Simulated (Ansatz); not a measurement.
Consider the following.

IrO2 (rutile)

```xyz
6
Lattice="4.5293 0.0000 0.0000 0.0000 4.5293 0.0000 0.0000 0.0000 3.1799" Properties=species:S:1:pos:R:3 pbc="T T T"
Ir     0.0000     0.0000     0.0000
Ir     2.2647     2.2647     1.5900
O      1.3970     1.3970     0.0000
O      3.6617     0.8676     1.5900
O      0.8676     3.6617     1.5900
O      3.1323     3.1323     0.0000
```

E(V) scan at fixed shape, V₀ the volume above. The atoms relax within the cell's symmetry.

These are PBE (plane waves to 420 eV, PAW, scalar-relativistic; Ansatz, a program for electronic structure) values and carry that method's errors. k mesh 10×10×15 (Γ-centred), Fermi-Dirac smearing 0.05 eV. E stands for the smeared free energy. Compression counts positive. With the shape held, the modulus is that of even scaling; a crystal free to change shape is softer. IrO2 is run without spin polarisation and with no Hubbard U. IrO2 was relaxed with its symmetry unable to fall. Spin-orbit coupling is left out, though Ir is heavy. The PAW data are Ansatz's earlier set. The zero of ΔE is the relaxed starting cell.

The scan covers V/V₀ from 0.840 to 1.160 in 9 points.

Problem. What is ΔE at V/V₀ = 1.160?

Solution. 178 meV/atom.

Problem. What pressure does the cell carry at V/V₀ = 0.840?

Solution. 72.6 GPa.

Problem. What is ΔE at V/V₀ = 0.840?

Solution. 334 meV/atom.

(A scan under strain: stresses follow from slopes of the energy per volume, elastic moduli from its curvatures.)
